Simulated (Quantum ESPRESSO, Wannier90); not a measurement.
## Wannier functions of In2O3 (corundum)

Structure: Materials Project mp-22323, symmetrised, not relaxed again. COD (Crystallography Open Database) has the formula in 3 space groups, this one among them (matched by group alone). Computed values, not measurements, from PBEsol: Quantum ESPRESSO (norm-conserving PseudoDojo potentials, cutoff 68 Ry, no spin polarisation, no spin-orbit coupling) on a Γ-centred 4×4×4 mesh, then Wannier90. Density: 8×8×8 mesh, Gaussian smearing 0.01 Ry. Spin-orbit coupling is left out although heavy elements are present.

On the energy scale of pw.x, whose zero is arbitrary, the valence-band maximum lies at 8.86 eV.

Input w.win:

```
num_bands = 24
num_wann = 24
exclude_bands = 7-26,45-78
num_iter = 1000
conv_tol = 1.0e-6
conv_window = 4
write_hr = true
write_u_matrices = true
begin projections
f=0.053560,-0.094687,0.339320:s
f=-0.048193,-0.344688,-0.410680:s
f=-0.094687,-0.298192,0.339320:s
f=-0.344687,-0.196440,-0.410680:s
f=-0.196440,-0.048192,-0.410680:s
f=-0.298192,0.053560,0.339320:s
f=0.344687,0.196440,0.410680:s
f=0.094687,0.298192,-0.339320:s
f=0.196440,0.048192,0.410680:s
f=0.298192,-0.053560,-0.339320:s
f=-0.053560,0.094687,-0.339320:s
f=0.048193,0.344688,0.410680:s
f=-0.155312,-0.451808,-0.089320:s
f=-0.451807,-0.303560,-0.089320:s
f=-0.405313,0.446440,0.160680:s
f=-0.201808,-0.405312,0.160680:s
f=0.446440,-0.201808,0.160680:s
f=-0.303560,-0.155312,-0.089320:s
f=0.303560,0.155312,0.089320:s
f=0.405313,-0.446440,-0.160680:s
f=0.451807,0.303560,0.089320:s
f=0.155312,0.451808,0.089320:s
f=0.201808,0.405312,-0.160680:s
f=-0.446440,0.201808,-0.160680:s
end projections
begin unit_cell_cart
ang
   -2.7581050016    4.7771779954    0.0000000000
   -5.5162100032    0.0000000000    0.0000000000
   -2.7581050016    1.5923926651    4.8636870000
end unit_cell_cart
begin atoms_frac
In  -0.1428800000 -0.1428800000  0.4286400000
In   0.1428800000  0.1428800000 -0.4286400000
In  -0.3571200000 -0.3571200000  0.0713600000
In   0.3571200000  0.3571200000 -0.0713600000
O    0.0464950000  0.4535050000 -0.2500000000
O   -0.0464950000 -0.4535050000  0.2500000000
O   -0.2500000000  0.0464950000 -0.2500000000
O    0.2500000000 -0.0464950000  0.2500000000
O    0.4535050000 -0.2500000000 -0.2500000000
O   -0.4535050000  0.2500000000  0.2500000000
end atoms_frac
mp_grid = 4 4 4
begin kpoints
0.0000000000 0.0000000000 0.0000000000
0.0000000000 0.0000000000 0.2500000000
0.0000000000 0.0000000000 0.5000000000
... (61 more lines: the 4x4x4 mesh through Gamma)
end kpoints
```

Input of pw2wannier90.x that gives the overlap and projection files (equivalent; here they were cut from one run over all bands):

```
&inputpp
  outdir = './out'
  prefix = 'pwscf'
  seedname = 'w'
  write_amn = .true.
  write_mmn = .true.
/
```

Output w.wout (banner and timings cut):

```
                                    ------
                                    SYSTEM
                                    ------

                              Lattice Vectors (Ang)
                    a_1    -2.758105   4.777178   0.000000
                    a_2    -5.516210   0.000000   0.000000
                    a_3    -2.758105   1.592393   4.863687

                   Unit Cell Volume:     128.16748  (Ang^3)

                        Reciprocal-Space Vectors (Ang^-1)
                    b_1     0.000000   1.315250  -0.430619
                    b_2    -1.139040  -0.657625  -0.430619
                    b_3     0.000000   0.000000   1.291856

 *----------------------------------------------------------------------------*
 |   Site       Fractional Coordinate          Cartesian Coordinate (Ang)     |
 +----------------------------------------------------------------------------+
 | in   1  -0.14288  -0.14288   0.42864   |   -0.00000  -0.00000   2.08477    |
 | in   2   0.14288   0.14288  -0.42864   |    0.00000   0.00000  -2.08477    |
 | in   3  -0.35712  -0.35712   0.07136   |    2.75811  -1.59239   0.34707    |
 | in   4   0.35712   0.35712  -0.07136   |   -2.75811   1.59239  -0.34707    |
 | o    1   0.04650   0.45351  -0.25000   |   -1.94034  -0.17598  -1.21592    |
 | o    2  -0.04650  -0.45351   0.25000   |    1.94034   0.17598   1.21592    |
 | o    3  -0.25000   0.04649  -0.25000   |    1.12258  -1.59239  -1.21592    |
 | o    4   0.25000  -0.04649   0.25000   |   -1.12258   1.59239   1.21592    |
 | o    5   0.45350  -0.25000  -0.25000   |    0.81776   1.76838  -1.21592    |
 | o    6  -0.45350   0.25000   0.25000   |   -0.81776  -1.76838   1.21592    |
 *----------------------------------------------------------------------------*
                                ------------
                                K-POINT GRID
                                ------------

             Grid size =  4 x  4 x  4      Total points =   64

 *---------------------------------- MAIN ------------------------------------*
 |  Number of Wannier Functions               :                24             |
 |  Number of Objective Wannier Functions     :                24             |
 |  Number of input Bloch states              :                24             |
 |  Output verbosity (1=low, 5=high)          :                 1             |
 |  Timing Level (1=low, 5=high)              :                 1             |
 |  Optimisation (0=memory, 3=speed)          :                 3             |
 |  Length Unit                               :               Ang             |
 |  Post-processing setup (write *.nnkp)      :                 F             |
 |  Using Gamma-only branch of algorithms     :                 F             |
 *----------------------------------------------------------------------------*
 *------------------------------- WANNIERISE ---------------------------------*
 |  Total number of iterations                :              1000             |
 |  Number of CG steps before reset           :                 5             |
 |  Trial step length for line search         :             2.000             |
 |  Convergence tolerence                     :         0.100E-05             |
 |  Convergence window                        :                 4             |
 |  Iterations between writing output         :                 1             |
 |  Iterations between backing up to disk     :               100             |
 |  Write r^2_nm to file                      :                 F             |
 |  Write xyz WF centres to file              :                 F             |
 |  Write on-site energies <0n|H|0n> to file  :                 F             |
 |  Use guiding centre to control phases      :                 F             |
 |  Use phases for initial projections        :                 F             |
 *----------------------------------------------------------------------------*
 *-------------------------------- PLOTTING ----------------------------------*
 |  Plotting Hamiltonian in WF basis          :                 T             |
 *----------------------------------------------------------------------------*

 *---------------------------------- K-MESH ----------------------------------*
 +----------------------------------------------------------------------------+
 |                    Distance to Nearest-Neighbour Shells                    |
 |                    ------------------------------------                    |
 |          Shell             Distance (Ang^-1)          Multiplicity         |
 |          -----             -----------------          ------------         |
 |             1                   0.322964                      2            |
 |             2                   0.345987                      6            |
 |             3                   0.393034                      6            |
 |             4                   0.541803                      6            |
 |             5                   0.569520                      6            |
 |             6                   0.630758                      6            |
 |             7                   0.645928                      2            |
 |             8                   0.654721                     12            |
       ... (lines left out)
 +----------------------------------------------------------------------------+
 | The b-vectors are chosen automatically                                     |
 | The following shells are used:                       1,  2                 |
 +----------------------------------------------------------------------------+
 |                        Shell   # Nearest-Neighbours                        |
 |                        -----   --------------------                        |
 |                          1               2                                 |
 |                          2               6                                 |
 +----------------------------------------------------------------------------+
 | Completeness relation is fully satisfied [Eq. (B1), PRB 56, 12847 (1997)]  |
 +----------------------------------------------------------------------------+
 |                  b_k Vectors (Ang^-1) and Weights (Ang^2)                  |
 |                  ----------------------------------------                  |
 |            No.         b_k(x)      b_k(y)      b_k(z)        w_b           |
 |            ---        --------------------------------     --------        |
 |             1         0.000000    0.000000    0.322964     3.765910        |
 |             2         0.000000    0.000000   -0.322964     3.765910        |
 |             3        -0.284760   -0.164406   -0.107655     3.083059        |
 |             4         0.000000    0.328813   -0.107655     3.083059        |
 |             5        -0.284760    0.164406    0.107655     3.083059        |
 |             6         0.284760    0.164406    0.107655     3.083059        |
 |             7         0.000000   -0.328813    0.107655     3.083059        |
 |             8         0.284760   -0.164406   -0.107655     3.083059        |
 +----------------------------------------------------------------------------+
 |                           b_k Directions (Ang^-1)                          |
 |                           -----------------------                          |
 |            No.           x           y           z                         |
 |            ---        --------------------------------                     |
 |             1         0.000000    0.000000    0.322964                     |
 |             2        -0.284760   -0.164406   -0.107655                     |
 |             3         0.000000    0.328813   -0.107655                     |
 |             4        -0.284760    0.164406    0.107655                     |
 +----------------------------------------------------------------------------+

 Starting a new Wannier90 calculation ...

 Reading overlaps from w.mmn

 Reading projections from w.amn

 *------------------------------- WANNIERISE ---------------------------------*
 +--------------------------------------------------------------------+<-- CONV
 | Iter  Delta Spread     RMS Gradient      Spread (Ang^2)            |<-- CONV
 +--------------------------------------------------------------------+<-- CONV

 ------------------------------------------------------------------------------
 Initial State
  WF centre and spread    1  ( -0.906230,  1.288398,  1.296296 )     1.25748418
  WF centre and spread    2  (  3.395310, -0.310201, -1.487088 )     1.29783458
  WF centre and spread    3  (  1.568900,  0.140619,  1.296296 )     1.25748418
  WF centre and spread    4  (  3.549913, -2.785324, -1.487088 )     1.29783458
  WF centre and spread    5  (  1.329092, -1.681653, -1.487088 )     1.29783458
  WF centre and spread    6  ( -0.662671, -1.429017,  1.296296 )     1.25748418
  WF centre and spread    7  ( -3.549913,  2.785324,  1.487088 )     1.29783458
  WF centre and spread    8  ( -1.568900, -0.140619, -1.296296 )     1.25748418
  WF centre and spread    9  ( -1.329092,  1.681653,  1.487088 )     1.29783458
  WF centre and spread   10  (  0.662671,  1.429017, -1.296296 )     1.25748418
  WF centre and spread   11  (  0.906230, -1.288398, -1.296296 )     1.25748418
  WF centre and spread   12  ( -3.395310,  0.310201,  1.487088 )     1.29783458
  WF centre and spread   13  (  3.549913, -0.399461, -0.944755 )     1.29783458
  WF centre and spread   14  (  3.395310, -2.874584, -0.944755 )     1.29783458
  WF centre and spread   15  ( -1.189205, -1.733012,  1.135547 )     1.25748418
  WF centre and spread   16  (  2.095434, -0.163376,  1.135547 )     1.25748418
  WF centre and spread   17  ( -0.906230,  1.896387,  1.135547 )     1.25748418
  WF centre and spread   18  (  1.329092, -1.503132, -0.944755 )     1.29783458
  WF centre and spread   19  ( -1.329092,  1.503132,  0.944755 )     1.29783459
  WF centre and spread   20  (  1.189205,  1.733012, -1.135547 )     1.25748418
  WF centre and spread   21  ( -3.395310,  2.874584,  0.944755 )     1.29783458
  WF centre and spread   22  ( -3.549913,  0.399461,  0.944755 )     1.29783458
  WF centre and spread   23  ( -2.095434,  0.163376, -1.135547 )     1.25748418
  WF centre and spread   24  (  0.906230, -1.896387, -1.135547 )     1.25748418
  Sum of centres and spreads (  0.000000, -0.000000, -0.000000 )    30.66382521

      0     0.307E+02     0.0000000000       30.6638252057  <-- CONV
        O_D=      0.0740784 O_OD=      6.4423616 O_TOT=     30.6638252 <-- SPRD
 ------------------------------------------------------------------------------
      1    -0.340E+01     1.8419306395       27.2626413808  <-- CONV
        O_D=      0.0696777 O_OD=      3.0455785 O_TOT=     27.2626414 <-- SPRD
      2    -0.101E+01     1.3715400771       26.2513128415  <-- CONV
        O_D=      0.0269883 O_OD=      2.0769393 O_TOT=     26.2513128 <-- SPRD
      3    -0.280E+00     0.8280758292       25.9714997382  <-- CONV
        O_D=      0.0070876 O_OD=      1.8170269 O_TOT=     25.9714997 <-- SPRD
      4    -0.743E-01     0.4525337084       25.8972170361  <-- CONV
        O_D=      0.0017804 O_OD=      1.7480514 O_TOT=     25.8972170 <-- SPRD
      5    -0.198E-01     0.2196125328       25.8773760286  <-- CONV
        O_D=      0.0019371 O_OD=      1.7280537 O_TOT=     25.8773760 <-- SPRD
       ... (lines left out)
    100    -0.115E-05     0.0013194621       25.8398209186  <-- CONV
        O_D=      0.0014394 O_OD=      1.6909963 O_TOT=     25.8398209 <-- SPRD
       ... (lines left out)
    102    -0.643E-06     0.0011160830       25.8398194152  <-- CONV
        O_D=      0.0014390 O_OD=      1.6909952 O_TOT=     25.8398194 <-- SPRD
    103    -0.591E-06     0.0012815749       25.8398188240  <-- CONV
        O_D=      0.0014390 O_OD=      1.6909946 O_TOT=     25.8398188 <-- SPRD
    104    -0.687E-06     0.0010363599       25.8398181366  <-- CONV
        O_D=      0.0014392 O_OD=      1.6909937 O_TOT=     25.8398181 <-- SPRD
             <<<     Delta < 1.000E-06  over  4 iterations     >>>
             <<< Wannierisation convergence criteria satisfied >>>
 Final State
  WF centre and spread    1  ( -0.908240,  1.300330,  1.289186 )     1.12581193
  WF centre and spread    2  (  3.400564, -0.306598, -1.494725 )     1.02750625
  WF centre and spread    3  (  1.580239,  0.136394,  1.289186 )     1.12581193
  WF centre and spread    4  (  3.550406, -2.791676, -1.494725 )     1.02750625
  WF centre and spread    5  (  1.323345, -1.678904, -1.494725 )     1.02750625
  WF centre and spread    6  ( -0.671999, -1.436724,  1.289186 )     1.12581193
  WF centre and spread    7  ( -3.550406,  2.791676,  1.494725 )     1.02750625
  WF centre and spread    8  ( -1.580239, -0.136394, -1.289186 )     1.12581193
  WF centre and spread    9  ( -1.323345,  1.678904,  1.494725 )     1.02750624
  WF centre and spread   10  (  0.671999,  1.436724, -1.289186 )     1.12581193
  WF centre and spread   11  (  0.908240, -1.300330, -1.289186 )     1.12581193
  WF centre and spread   12  ( -3.400564,  0.306598,  1.494725 )     1.02750625
  WF centre and spread   13  (  3.550406, -0.393110, -0.937118 )     1.02750625
  WF centre and spread   14  (  3.400564, -2.878187, -0.937118 )     1.02750625
  WF centre and spread   15  ( -1.177866, -1.728786,  1.142658 )     1.12581193
  WF centre and spread   16  (  2.086106, -0.155669,  1.142658 )     1.12581193
  WF centre and spread   17  ( -0.908240,  1.884455,  1.142658 )     1.12581193
  WF centre and spread   18  (  1.323345, -1.505881, -0.937118 )     1.02750624
  WF centre and spread   19  ( -1.323345,  1.505881,  0.937118 )     1.02750625
  WF centre and spread   20  (  1.177866,  1.728786, -1.142658 )     1.12581193
  WF centre and spread   21  ( -3.400564,  2.878187,  0.937118 )     1.02750625
  WF centre and spread   22  ( -3.550406,  0.393110,  0.937118 )     1.02750624
  WF centre and spread   23  ( -2.086106,  0.155669, -1.142658 )     1.12581195
  WF centre and spread   24  (  0.908240, -1.884455, -1.142658 )     1.12581193
  Sum of centres and spreads (  0.000000, -0.000000, -0.000000 )    25.83981814

         Spreads (Ang^2)       Omega I      =    24.147385250
        ================       Omega D      =     0.001439183
                               Omega OD     =     1.690993703
    Final Spread (Ang^2)       Omega Total  =    25.839818137
```
